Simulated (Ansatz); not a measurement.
SiC:
```
SiC
1.0
    3.07761     0.00000     0.00000
   -1.53880     2.66529     0.00000
    0.00000     0.00000    10.07629
Si C
4 4
Direct
  0.00000   0.00000   0.00030
  0.00000   0.00000   0.50030
  0.66667   0.33333   0.75025
  0.33333   0.66667   0.25025
  0.00000   0.00000   0.81287
  0.00000   0.00000   0.31287
  0.66667   0.33333   0.56221
  0.33333   0.66667   0.06221
```

Relaxed with r²SCAN.

### Question
Give the optical modes at the zone centre with their infrared and Raman activity from DFPT, DFT-r²SCAN in the program Ansatz with PAW potentials.

### Answer
Transverse frequencies, without the LO–TO term; a row sums one degenerate level.

```csv
ω (cm⁻¹),degeneracy,IR ((D/Å)²/amu),Raman (Å⁴/amu),activity,symmetry
200,2,0.00,0,silent,E2
207,2,0.00,0.78,Raman,E2
271,2,0.00,1.4,Raman,E1
404,1,0.00,0,silent,B1
412,1,0.00,0,silent,B1
613,1,0.16,1.3,IR+Raman,A1
769,2,0.10,0,IR,E1
779,2,0.00,58,Raman,E2
786,1,85.06,88,IR+Raman,A1
788,2,0.00,0.41,Raman,E2
801,2,159.90,35,IR+Raman,E1
845,1,0.36,1.5,IR+Raman,A1
920,1,0.00,0,silent,B1
929,1,0.00,0,silent,B1
```

### Question
How high does the top mode go among those that the LO–TO term moves?

### Answer
978 cm⁻¹ for q along x, 978 cm⁻¹ for q along y, 971 cm⁻¹ for q along z.

Space group P6_3mc (4H polytype). The cell was relaxed with r²SCAN under the symmetry of its start; phonons on a q-mesh show no instability.

Potentials: the later of the program's two PAW sets.
